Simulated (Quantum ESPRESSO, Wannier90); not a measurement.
**Wannier functions of PbClF (P4/nmm)**

```
begin unit_cell_cart
ang
    4.1091700000    0.0000000000    0.0000000000
    0.0000000000    4.1091700000    0.0000000000
    0.0000000000    0.0000000000    7.2390400000
end unit_cell_cart
begin atoms_frac
Pb   0.0000000000  0.5000000000 -0.2050900000
Pb   0.5000000000  0.0000000000  0.2050900000
Cl   0.5000000000  0.0000000000 -0.3510900000
Cl   0.0000000000  0.5000000000  0.3510900000
F    0.5000000000  0.5000000000  0.0000000000
F    0.0000000000  0.0000000000  0.0000000000
end atoms_frac
```

Cell from Materials Project (mp-22964), symmetrised, no further relaxation. COD (Crystallography Open Database) has an entry of this formula and space group (matched by these alone). Computed values, not measurements, from PBEsol: Quantum ESPRESSO (norm-conserving PseudoDojo potentials, cutoff 68 Ry, spinors with spin-orbit coupling) on a Γ-centred 4×4×4 mesh, then Wannier90. Density: 8×8×4 mesh, cold smearing 0.01 Ry.

Bands 1-4,25-56 form an isolated set from -21.54 to 0.00 eV relative to the valence-band maximum (on the path) and are turned into 36 Wannier functions by minimising the spread from the start: SCDM (isolated). Bands 5–12 (Pb 5d 99 %), 13–24 (Pb 5d 96 %) lie between the kept ones and are excluded.

Task: Where do the functions sit, how wide are they and what are they made of?

Result: 
| functions | spread (Å²) | nearest atom, distance (Å) | second atom, distance (Å) | weight on atomic waves |
|---|---|---|---|---|
| 16 | 0.64 | F 0.32 | Pb 2.21 | F 2p 69 %, F 2s 23 %, Pb 6p 6 % |
| 12 | 1.51 | Cl 0.50 | Pb 2.64 | Cl 3p 67 %, Cl 3s 21 %, Pb 6p 8 % |
| 4 | 1.39 | Cl 0.46 | Pb 2.76 | Cl 3p 70 %, Cl 3s 22 %, Pb 6p 5 % |
| 4 | 1.76 | Pb 0.09 | F 2.59 | Pb 6s 96 % |

Ω_I = 36.55 Å², Ω_total = 40.94 Å²; the interpolated bands follow pw.x to 3.8 meV rms on the path. It is the lowest total spread that any start reached here.
